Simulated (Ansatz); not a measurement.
# Two inputs for BaTiO3 with nitrogen replacing O

Cell: a supercell of BaTiO3 (cubic perovskite type, Pm-3m) built from a measured structure from the Crystallography Open Database (COD), with all atoms left at the host's positions.

```cif
data_Ba8Ti8NO23
_symmetry_space_group_name_H-M 'P4/mmm'
_symmetry_Int_Tables_number 123
_cell_length_a 8.0120
_cell_length_b 8.0120
_cell_length_c 8.0120
_cell_angle_alpha 90.000
_cell_angle_beta 90.000
_cell_angle_gamma 90.000
loop_
_atom_site_label
_atom_site_type_symbol
_atom_site_symmetry_multiplicity
_atom_site_Wyckoff_symbol
_atom_site_fract_x
_atom_site_fract_y
_atom_site_fract_z
Ba1 Ba 4 j 0.2500 0.2500 0.0000
Ba5 Ba 4 k 0.2500 0.2500 0.5000
Ti9 Ti 2 g 0.0000 0.0000 0.7500
Ti10 Ti 4 i 0.0000 0.5000 0.7500
Ti12 Ti 2 h 0.5000 0.5000 0.7500
N N 1 a 0.0000 0.0000 0.0000
O18 O 2 f 0.0000 0.5000 0.0000
O20 O 1 c 0.5000 0.5000 0.0000
O21 O 1 b 0.0000 0.0000 0.5000
O22 O 2 e 0.0000 0.5000 0.5000
O24 O 1 d 0.5000 0.5000 0.5000
O25 O 8 s 0.2500 0.0000 0.7500
O26 O 8 t 0.2500 0.5000 0.7500
```

One atom of each set is listed.

Reference run. Method: Kohn–Sham DFT in Ansatz, PBE, plane waves and PAW, scalar-relativistic, collinear spin, 420 eV cutoff, Γ-centred 3×3×3 k-points, Fermi–Dirac smearing 0.01 eV. Start moments as typed (μB): 1 on each N, none on the rest.

Question: The input is changed as follows: `total_charge`: not typed → 1; `scf.initial_density.chi_scale`: not typed → 0.3. What happens to V_zz (10²¹ V/m²) and η?

Answer: 

| site | V_zz reference | η reference | V_zz changed | η changed |
| --- | --- | --- | --- | --- |
| Ba1 | 0.35 | 0.80 | 2.91 | 0.25 |
| Ba5 | -0.25 | 0.82 | -0.45 | 0.16 |
| Ti9 | -3.17 | 0.00 | -2.27 | 0.00 |
| Ti10 | -0.083 | 0.05 | -0.53 | 0.78 |
| N | -5.40 | 0.00 | -8.72 | 0.00 |
| O18 | 2.43 | 0.21 | -2.14 | 0.79 |
| O20 | 2.42 | 0.00 | 2.00 | 0.00 |
| O21 | 1.51 | 0.00 | 1.83 | 0.00 |
| O22 | 2.37 | 0.30 | -2.14 | 0.96 |
| O24 | 2.59 | 0.00 | 2.44 | 0.00 |
| O25 | 2.35 | 0.43 | -2.78 | 0.89 |
| O26 | 2.58 | 0.02 | 2.46 | 0.01 |

The largest change of V_zz along a kept axis is on N, from -5.40 to -8.72. Small gradients that grow severalfold: Ba1 (0.35 to 2.91). In per cent, |V_zz| changes by -28 on Ti, +61 on N, -17 to -5 on O (all sites that start above 2, bar those whose gradient vanishes or changes sign or whose main axis turns by over 40°). Where |V_zz| stays above 0.1 and the axes keep their order, η moves most on Ba1, from 0.80 to 0.25. On Ba5 V_xx and V_yy change places (or their axes turn by over 50°), so the two values of η hide a larger change. V_zz changes sign on Ti12 (same axis) (not in the table). On O18, O22, O25, Ti10 the largest principal value lies along another axis in the second run, so the two V_zz can't be compared directly. The table leaves out 1 of the 13 sites, with |V_zz| up to 0.07; their tensors move by 0.10 at most along any direction. The statements above cover all sites. The changed cell holds a charge of +1 on a uniform background, so it isn't the same centre. At these positions the changed run has forces up to 1.9 eV/Å, so its atoms aren't at their own equilibrium. The absolute magnetisation of the cell goes from 1.2 to 2.4 μB. SCF iterations: 17 and 21.

On the reference run: The defect repeats with the cell of 40 atoms, so it feels its images: sites between two images don't show the values beside a lone defect, and zeros or small values of η there can come from the images' arrangement. O carries a gradient in the pure host already, so the values there aren't the defect's effect alone. This high-symmetry form of BaTiO3 is unstable when cold, to polar off-centring of Ti. The symmetry of the cell holds that distortion back, wholly or in part, and it would change the field gradients, the more the larger the distortion. The defect cell has no gap above 0.1 eV on its mesh, so the values can hang on the smearing and the k-mesh. Without spin–orbit coupling (the program notes it for Ba) the gradients can shift somewhat, as the gap is small. The neighbours have not yet relaxed around the defect (largest force 0.25 eV/Å), so a real crystal will differ.
